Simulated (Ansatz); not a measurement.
Given:

La$_{3}$InN:
```
CELL_PARAMETERS angstrom
      5.13876     0.00000     0.00000
      0.00000     5.13876     0.00000
      0.00000     0.00000     5.13876
ATOMIC_POSITIONS crystal
  La 0.50000 0.50000 0.00000
  La 0.00000 0.50000 0.50000
  La 0.50000 0.00000 0.50000
  In 0.00000 0.00000 0.00000
  N  0.50000 0.50000 0.50000
```

This is the r²SCAN-relaxed structure.

**Question.** All from r²SCAN in the plane-wave PAW code Ansatz, unless another level is named. Give the electronic character.

**Answer.** metallic (no gap).

**Question.** What about the formation energy from the elements (no fitted shifts)?

**Answer.** -1.04 eV/atom.

**Question.** And the density of states at the Fermi level?

**Answer.** 0.42 states/eV per atom (mean over ±0.08 eV).

Space group Pm-3m (anti-perovskite). The first step of the workflow began from a Materials Project structure, measured or hypothetical; the Crystallography Open Database files this formula in space group No. 221, but the cells were not matched. Whether it is the stable phase at ambient conditions was not checked. The r²SCAN relaxation kept the symmetry of its start; its stability against distortions is not shown here. With an odd number of electrons in the cell and no spin polarisation, the count alone makes it a metal. The references are the lowest solids computed at this level, not always the standard phases (solids in place of the gases). Scalar-relativistic: spin–orbit coupling is off unless named, which matters more the heavier the elements.

Potentials: the earlier of the program's two PAW sets.
